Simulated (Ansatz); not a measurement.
Structure relaxation of B

The calculation used DFT r2SCAN, scalar-relativistic, plane waves, PAW (Ansatz). Cutoff 500 eV, Γ-centred k mesh, Gaussian smearing, no spin polarisation in the final step.

This is the end of a relaxation of cell and atoms.

```
B
1.0
     2.44914    1.41401    4.17149
    -2.44914    1.41401    4.17149
     0.00000   -2.82803    4.17149
B
12
Direct
  0.00987 0.65440 0.00987
  0.00987 0.00987 0.65440
  0.65440 0.00987 0.00987
  0.99013 0.34560 0.99013
  0.34560 0.99013 0.99013
  0.99013 0.99013 0.34560
  0.22051 0.63175 0.22051
  0.22051 0.22051 0.63175
  0.63175 0.22051 0.22051
  0.77949 0.36825 0.77949
  0.36825 0.77949 0.77949
  0.77949 0.77949 0.36825
```

What space group does it have?

R-3m (No. 166). Conventional cell: a = 4.898 Å, c = 12.514 Å. Around B on Wyckoff site h (6 atoms of the primitive cell) lie 6 B at 1.67–1.80 Å; B on Wyckoff site h (6 atoms of the primitive cell) has 5 B at 1.77–1.80 Å and 2 B at 2.01 Å.

Is it a metal?

No, the gap on the 9×9×9 mesh is 1.63 eV.

The final run used a 9×9×9 mesh on its 12-atom cell and 0.02 eV smearing.